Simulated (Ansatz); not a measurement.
The numbers come from plane-wave PAW DFT (Ansatz): r2SCAN, no spin polarisation, 500 eV, 5×5×5 Γ-centred k points, cold occupations (width 0.0169 eV). Nothing was relaxed.

Computed maps in the lattice plane spanned by a (left to right, 6.52 Å, 20 points from zero) and b (bottom to top, 7.72 Å, 23 points from zero), 90° apart, at height 0.000 along c. The fields are smooth PAW ones with compensation charges, not the true ones near nuclei.

Valence density. Digits on a logarithmic scale: 0 up to 0.03 e/Å³, each further digit a factor of 1.6, 9 from 1.3 e/Å³ up:
```
55799999755579999975
55579997555557999755
55456765455545676545
55444444455544444445
44432223444443222344
43322122334332212233
22211011222221101122
11100000111110000011
00000000000000000000
00000000000000000000
00000000000000000000
00000000000000000000
00000000000000000000
00000000000000000000
11100000111110000011
22211011222221101122
43322122334332212233
44432223444443222344
55444444455544444445
55456765455545676545
55579997555557999755
55799999755579999975
55799999755579999975
```

ELF. Ten even steps from '0' (0.01) to '9' (0.85):
```
42498589424249858942
53148984135314898413
65102320156510232015
77410001477741000147
77521012577752101257
55421112455542111245
22210001222221000122
00000000000000000000
00000000000000000000
00000000000000000000
00000000000000000000
00000000000000000000
00000000000000000000
00000000000000000000
00000000000000000000
22210001222221000122
55421112455542111245
77521012577752101257
77410001477741000147
65102320156510232015
53148984135314898413
42498589424249858942
43696069634369606963
```

The cell is Cs₂ZrS₂. Which atoms lie within 0.2 Å of this plane, and where (fractions of a and b)?

Zr at (0.25, 0.00), Zr at (0.75, 0.00). The whole cell:
```xyz
10
Lattice="0.0000 0.0000 6.5238 7.7189 0.0000 0.0000 3.8594 7.0084 -3.2619" Properties=species:S:1:pos:R:3 pbc="T T T"
Zr    0.0000    0.0000    1.6309
Zr    0.0000    0.0000    4.8928
S     5.2326    5.6726    3.2619
S     6.3457    1.3358    0.0000
S     1.3732    1.3358    3.2619
S    10.2051    5.6726    0.0000
Cs    2.6460    2.1081    0.0000
Cs    8.9323    4.9003    3.2619
Cs    6.5055    4.9003    0.0000
Cs    5.0728    2.1081    3.2619
```

Origin: a known structure type with other elements, at an estimated volume, so it need not be a known compound. Caveats: many states at the Fermi level without spin polarisation, so a magnetic state may lie lower.
